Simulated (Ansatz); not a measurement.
CoSi2:
```yaml
crystal:
  lattice:
    - [0.00000, 2.68015, 2.68015]
    - [2.68015, 0.00000, 2.68015]
    - [2.68015, 2.68015, 0.00000]
  atoms:
    - { symbol: Co, position: [0.00000, 0.00000, 0.00000] }
    - { symbol: Si, position: [0.75000, 0.75000, 0.75000] }
    - { symbol: Si, position: [0.25000, 0.25000, 0.25000] }
```

Relaxed with PBE. Special points in fractions of this cell's reciprocal vectors: Γ (0.000, 0.000, 0.000); X (0.500, 0.000, 0.500); U (0.625, 0.250, 0.625); K (0.375, 0.375, 0.750); L (0.500, 0.500, 0.500); W (0.500, 0.250, 0.750).

Problem. List the band energies nearest the Fermi level at these points for the program Ansatz at the PBE level (PAW).

Solution. In eV from the Fermi level; about four levels below and three above (degenerate sets whole), none deeper than 8.9 eV; points with the same levels are listed once.

```
k                          below                above
-  -----------------------------  -------------------
Γ  -4.06 -4.06 -4.06 -1.88 -1.88  0.74 3.44 3.44 3.44
X        -1.93 -1.93 -1.90 -1.30       1.61 2.95 8.55
U        -2.20 -1.74 -1.20 -0.95       1.99 4.97 5.84
L        -1.60 -1.60 -0.47 -0.47       2.69 3.44 3.44
W  -2.28 -2.28 -1.93 -1.43 -0.66       3.64 3.64 5.84
```

Space group Fm-3m (fluorite or antifluorite type). Symmetry was held in the PBE relaxation. No spin polarisation was allowed.

Potentials: the earlier of the program's two PAW sets.
